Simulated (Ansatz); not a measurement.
Given:

Starting cell, BaTiO3 (cubic perovskite):

```
CELL_PARAMETERS angstrom
      3.99442     0.00000     0.00000
      0.00000     3.99442     0.00000
      0.00000     0.00000     3.99442
ATOMIC_POSITIONS crystal
  Ba 0.00000 0.00000 0.00000
  Ti 0.50000 0.50000 0.50000
  O  0.00000 0.50000 0.50000
  O  0.50000 0.50000 0.00000
  O  0.50000 0.00000 0.50000
```

In each cell atom 3 (O, nearest neighbour Ti at 1.997 Å; its periodic images, 4.0 Å or more away, move with it) moves by s·(-1.000, 0.000, 0.000) (towards the nearest neighbour), the rest being held.

All values below come from r2SCAN (plane waves to 500 eV, PAW, scalar-relativistic; Ansatz, an electronic-structure program). k mesh 7×7×7 (Γ-centred), Fermi-Dirac smearing 0.05 eV. The energy includes the smearing's −TS. Left out: 4 of 11 points, with atoms too close for the PAW data. BaTiO3 is run without spin polarisation. BaTiO3 was relaxed with its symmetry unable to fall. The PAW data are Ansatz's earlier set. This is a high-temperature form of BaTiO3. The zero of ΔE is the undisplaced structure.

The scan covers s from -0.240 to 0.240 Å in 7 points.

Is the energy the same for equal positive and negative displacements?

Even: the same for both signs. With its periodic images moving along, the atom's site symmetry in this cell is 4/mmm.

What is the energy change at s = 0.240 Å?

215.9 meV/cell.

What force acts on the atom along the line at s = -0.240 Å?

2.39 eV/Å.

What is the force constant k = d²E/ds² of this move at s = 0?

4.99 eV/Å².

(A displaced cell: forces are minus the slopes of the energy, force constants its curvatures, and phonons follow from these.)
